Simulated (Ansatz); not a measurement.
P:
```
P
1.0
   -3.01231     3.01231     3.01231
    3.01231    -3.01231     3.01231
    3.01231     3.01231    -3.01231
P
4
Direct
  0.00000   0.25000   0.50000
  0.25000   0.50000   0.00000
  0.50000   0.00000   0.25000
  0.25000   0.25000   0.25000
```

Relaxed with PBEsol. Special points in fractions of this cell's reciprocal vectors: Γ (0.000, 0.000, 0.000); H (0.500, -0.500, 0.500); N (0.000, 0.000, 0.500); P (0.250, 0.250, 0.250).

Q: List the band energies nearest the Fermi level at these points for PBEsol in the plane-wave PAW code Ansatz.

A: In eV from the Fermi level; about four levels below and three above (degenerate sets whole), none deeper than 8.9 eV; points with the same levels are listed once.

| k | below | above |
|---|---|---|
| Γ | -5.99 -5.99 -2.79 -2.79 -2.79 | 1.72 1.79 1.79 1.79 |
| H | -1.12 -0.90 -0.90 -0.90 | 1.87 1.87 1.87 |
| N | -2.07 -1.59 -0.21 -0.13 | 1.86 2.89 4.18 |
| P | -2.82 -2.82 -1.17 -1.17 | 1.90 1.90 2.83 2.83 |

Space group I4_132. The start of the workflow was typed in or built on a structure type; neither database checked (COD, Materials Project) lists it. It is not the phase usual at ambient conditions (space group No. 64). The cell was relaxed with PBEsol under the symmetry of its start. At this level the phase is dynamically unstable (imaginary phonons). The volume moved by 30 % from the start of the relaxation.

Potentials: the later of the program's two PAW sets.
